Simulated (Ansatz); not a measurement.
Structures of As$_{2}$S: which is lowest?

Plane-wave DFT in Ansatz with scalar-relativistic PAW potentials, cutoff 500 eV, Γ-centred meshes chosen by cell and gap, Gaussian smearing with energies taken to zero width. Every cell was relaxed (cell and atoms) in a run of its own, within the symmetry of its start. Functional: r2SCAN.

Relaxed structures (starts from databases or built by putting these elements on another compound's sites):
A. P4/nmm, 6 atoms in the computed cell, a = 4.964 Å, c = 5.131 Å; sites (symmetry × multiplicity) As -4m2 × 2 + 4mm × 2, S 4mm × 2; start: built
B. P6_3/mmc, 6 atoms in the computed cell, a = 3.611 Å, c = 10.522 Å; sites (symmetry × multiplicity) As 3m. × 4, S -6m2 × 2; start: built

Q: Rank them by energy. Could pressure change the order?

A:
| structure | group | E − E(lowest) (meV/atom) | V (Å³/atom) | gap on mesh (eV) |
| --- | --- | --- | --- | --- |
| A | P4/nmm | 0.0 | 21.07 | 0.00 |
| B | P6_3/mmc | 87 | 19.81 | 0.00 |

A is lowest, 87 meV/atom under B. B is denser by 1.26 Å³/atom, so pressure favours it: ΔE/ΔV, with ΔE in eV and 1 eV/Å³ = 160.2 GPa, gives about 11 GPa for equal enthalpy if both cells were rigid, a rough figure since the two compress differently. Other structures may lie lower than all of these, and vibrations aren't counted.